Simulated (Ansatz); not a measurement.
## Data sheet: BeNi (DFT)

BeNi:
```
BeNi
1.0
    2.58328     0.00000     0.00000
    0.00000     2.58328     0.00000
    0.00000     0.00000     2.58328
Be Ni
1 1
Cartesian
  0.00000   0.00000   0.00000
  1.29164   1.29164   1.29164
```

Space group Pm-3m (No. 221), CsCl type; conventional cell a = 2.583 Å, b = 2.583 Å, c = 2.583 Å, α = 90.00°, β = 90.00°, γ = 90.00°.

Method: the program Ansatz at the PBEsol level (PAW). Geometry: relaxed at this level of theory. Other levels are named where they apply.

Cell and energy:

```json
{
  "volume_per_atom": "8.62 Å³",
  "density": "6.52 g/cm³",
  "Formation energy from the elements (no fitted shifts)": "-0.49 eV/atom"
}
```

Electronic structure:

```json
{
 "electronic_character": "metallic (no gap)",
 "Density of states at the Fermi level": "0.58 states/eV per atom (mean over ±0.08 eV)"
}
```

Mechanics:

```json
{
 "Bulk modulus (Birch–Murnaghan fit)": "198 GPa",
 "Pressure derivative B′": "4.2",
 "Elastic constants (relaxed ions, GPa)": "C11 = 247, C12 = 173, C44 = 150",
 "mechanical_stability": "stable (all eigenvalues of C positive)",
 "hill_bulk_and_shear_moduli": "198 and 86.0 GPa",
 "Young's modulus": "225 GPa",
 "Poisson's ratio": "0.31",
 "debye_temperature_from_the_elastic_constants": "590 K"
}
```

Phonons:

```json
{
  "highest_zone_centre_frequency": "499 cm⁻¹",
  "zone_centre_stability": "no imaginary mode at Γ"
}
```

The first step of the workflow began from a Materials Project structure, measured or hypothetical; the Crystallography Open Database copy checked does not list it. With Be and Ni taken as one species the cell has the higher symmetry Im-3m, so it may be an ordered model of a mixed-site phase. Whether it is the stable phase at ambient conditions was not checked. The cell was relaxed with PBEsol under the symmetry of its start. No spin polarisation was allowed. As this level gives no gap, shear constants depend on the k-mesh and smearing (Fermi–Dirac, 0.1 eV here). As this level gives no gap, phonon frequencies hold no LO–TO term and depend on the k-mesh and smearing (Fermi–Dirac, 0.1 eV here). The references are the lowest solids computed at this level, not always the standard phases.

Potentials: the later of the program's two PAW sets.
